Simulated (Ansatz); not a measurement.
Data sheet: C (DFT)

C:
```yaml
crystal:
  lattice:
    - [-1.26206, 1.26206, 4.31303]
    - [1.26206, -1.26206, 4.31303]
    - [1.26206, 1.26206, -4.31303]
  atoms:
    - { symbol: C, position: [0.41394, 0.41394, 0.00000] }
    - { symbol: C, position: [0.16394, 0.66394, 0.50000] }
    - { symbol: C, position: [0.33606, 0.83606, 0.50000] }
    - { symbol: C, position: [0.58606, 0.58606, 0.00000] }
```

Space group I4_1/amd (No. 141); conventional cell a = 2.5241 Å, b = 2.5241 Å, c = 8.6261 Å, α = 90.00°, β = 90.00°, γ = 90.00°.

Method: PBEsol in the plane-wave PAW code Ansatz. Geometry: relaxed at this level of theory. Other levels are named where they apply.

**Cell and energy**

- Volume per atom = 6.87 Å³
- Density = 2.90 g/cm³

**Electronic structure**

* **Electronic character**: metallic (no gap)
* **Density of states at the Fermi level**: 0.14 states/eV per atom (mean over ±0.08 eV)

**Mechanics**

- Bulk modulus (Birch–Murnaghan fit): 341 GPa
- Pressure derivative B′: 3.5

**Phonons**

- Highest zone-centre frequency = 1436 cm⁻¹
- Zone-centre stability = no imaginary mode at Γ

The start of the workflow was typed in or built on a structure type; the Crystallography Open Database files this formula in space group No. 141, but the cells were not matched. It is not the phase usual at ambient conditions (space group No. 194, 227). The PBEsol relaxation kept the symmetry of its start. As this level gives no gap, phonon frequencies hold no LO–TO term and depend on the k-mesh and smearing (Fermi–Dirac, 0.1 eV here).

Potentials: the later of the program's two PAW sets.
